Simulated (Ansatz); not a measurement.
# InAs at 35 GPa (stress–strain coefficients): relaxed-ion elastic tensor

These are results of DFT LDA, scalar-relativistic, plane waves, PAW (Ansatz 0.2.0), not measurements. Plane waves to 420 eV; Γ-centred k mesh 12×12×12; fixed occupations. No spin polarisation.

The cell, relaxed at 35 GPa:
```xyz
2
Lattice="0.0000 2.7321 2.7321 2.7321 0.0000 2.7321 2.7321 2.7321 0.0000" Properties=species:S:1:pos:R:3 pbc="T T T"
In    0.0000    0.0000    0.0000
As    4.0982    4.0982    4.0982
```

The real crystal has changed phase below this pressure. The bands were filled as in an insulator; under compression the gap may have closed between mesh points.

Q: Give the relaxed-ion elastic constants (GPa, Voigt order xx yy zz yz xz xy, on the axes of the cell above).

A:
```
203.8 197.3 197.3   0.0   0.0   0.0
197.3 203.8 197.3   0.0   0.0   0.0
197.3 197.3 203.8   0.0   0.0   0.0
  0.0   0.0   0.0  14.9   0.0   0.0
  0.0   0.0   0.0   0.0  14.9   0.0
  0.0   0.0   0.0   0.0   0.0  14.9
```

Q: Is the crystal stable against homogeneous strain?

A: Yes: the least eigenvalue of the tensor is 6.5 GPa.

Q: And the moduli of a polycrystal (Hill averages)?

A: B = 199 GPa, G = 8 GPa, E = 24 GPa, ν = 0.48.

Cost: 1 run of about 3.3 core-minutes, on Intel Xeon Platinum 8375C (Ice Lake) (shared hosts).